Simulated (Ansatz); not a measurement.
Ag:
```
CELL_PARAMETERS angstrom
      0.00000     2.02653     2.02653
      2.02653     0.00000     2.02653
      2.02653     2.02653     0.00000
ATOMIC_POSITIONS crystal
  Ag 0.00000 0.00000 0.00000
```

Relaxed with PBEsol. Special points in fractions of this cell's reciprocal vectors: Γ (0.000, 0.000, 0.000); X (0.500, 0.000, 0.500); U (0.625, 0.250, 0.625); K (0.375, 0.375, 0.750); L (0.500, 0.500, 0.500); W (0.500, 0.250, 0.750).

List the band energies nearest the Fermi level at these points for plane-wave PAW PBEsol (Ansatz code).

In eV from the Fermi level; about four levels below and three above (degenerate sets whole), none deeper than 8.9 eV; … stands for higher levels left out; points with the same levels are listed once.

```csv
k,below,above
Γ,-4.94 -4.94 -4.94 -3.84 -3.84,15.78 …
X,-6.52 -3.03 -2.79 -2.79,1.41 6.81 …
U,-5.78 -4.20 -3.61 -3.08,4.22 5.21 …
L,-4.96 -4.96 -3.00 -3.00 -0.63,3.63 …
W,-5.24 -5.24 -3.84 -2.78,5.92 5.92 …
```

Space group Fm-3m (fcc (Cu type)). The cell was relaxed with PBEsol under the symmetry of its start. The run is not spin-polarised. Scalar-relativistic: spin–orbit coupling is off unless named, which matters more the heavier the elements.

Potentials: the later of the program's two PAW sets.
